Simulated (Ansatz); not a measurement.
SiW:
```
CELL_PARAMETERS angstrom
      0.00000     2.51278     2.51278
      2.51278     0.00000     2.51278
      2.51278     2.51278     0.00000
ATOMIC_POSITIONS crystal
  Si 0.00000 0.00000 0.00000
  W  0.50000 0.50000 0.50000
```

Relaxed with PBE. Special points in fractions of this cell's reciprocal vectors: Γ (0.000, 0.000, 0.000); X (0.500, 0.000, 0.500); U (0.625, 0.250, 0.625); K (0.375, 0.375, 0.750); L (0.500, 0.500, 0.500); W (0.500, 0.250, 0.750).

**Question.** List the band energies nearest the Fermi level at these points for PBE in the plane-wave PAW code Ansatz.

**Answer.** In eV from the Fermi level; about four levels below and three above (degenerate sets whole), none deeper than 8.9 eV; points with the same levels are listed once.

```tsv
k	below	above
Γ	-2.03 -2.03 -2.03 -1.47 -1.47	2.47 2.47 2.47
X	-4.04 -0.35 -0.35 -0.32	1.17 1.44 1.44
U	-5.01 -4.35 -2.74 -1.06	0.92 2.12 2.28
L	-7.80 -7.28 -3.92 -3.92	0.71 0.71 1.59
W	-8.37 -4.35 -4.35 -4.12	0.52 1.13 1.13
```

Space group Fm-3m (rock salt). A made-up cell: these elements were put on the sites of a structure type; neither database checked (COD, Materials Project) lists it. Whether it is the stable phase at ambient conditions was not checked. The PBE relaxation kept the symmetry of its start; whether a distortion lowers the energy is not shown. No spin polarisation was allowed. Spin–orbit coupling is left out wherever it is not named.

Potentials: the later of the program's two PAW sets.
